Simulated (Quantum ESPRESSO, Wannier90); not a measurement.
**SrGa2 (P6/mmm), plane waves to Wannier functions**

```yaml
crystal:
  lattice:
    - [4.30786, 0.00000, 0.00000]
    - [-2.15393, 3.73072, 0.00000]
    - [0.00000, 0.00000, 4.80054]
  atoms:
    - { symbol: Sr, position: [0.00000, 0.00000, 0.00000] }
    - { symbol: Ga, position: [0.33333, 0.66667, 0.50000] }
    - { symbol: Ga, position: [0.66667, 0.33333, 0.50000] }
```

Structure: Materials Project mp-182, symmetrised, not relaxed again. Not found in the COD (Crystallography Open Database) copy used; not checked further. Level: LDA, no spin polarisation, no spin-orbit coupling; pw.x of Quantum ESPRESSO at 64 Ry with PseudoDojo potentials, 6×6×6 k-points, Wannier90. Density: 12×12×10 mesh, cold smearing 0.01 Ry.

Base run: 17 functions from bands 15-41 of the 41 computed, start hydrogen-like Sr: s;p;d; Ga: s;p, centres 0.05 Å off the atoms, frozen window up to 1.50 eV relative to the Fermi level, outer window open. One setting was then changed (edges relative to the Fermi level; misfit to pw.x on a path, for states up to 1.0 eV relative to the Fermi level).

```
run      Ω_I (Å²)  rms misfit (meV)  worst (meV)
-------  --------  ----------------  -----------
base        27.47               7.6           60
changed     32.33               6.8           44
```

**Question.** Which change was made?
A. frozen window to 2.50 eV
B. no frozen window
C. only the lowest 22 of the kept bands
D. frozen window to 3.50 eV

**Answer.** C, only the lowest 22 of the kept bands. The others give:

```
run                       Ω_I (Å²)  rms misfit (meV)  worst (meV)
------------------------  --------  ----------------  -----------
frozen window to 2.50 eV     27.86               4.7           28
frozen window to 3.50 eV     28.41               3.9           19
no frozen window             26.82               201          849
```
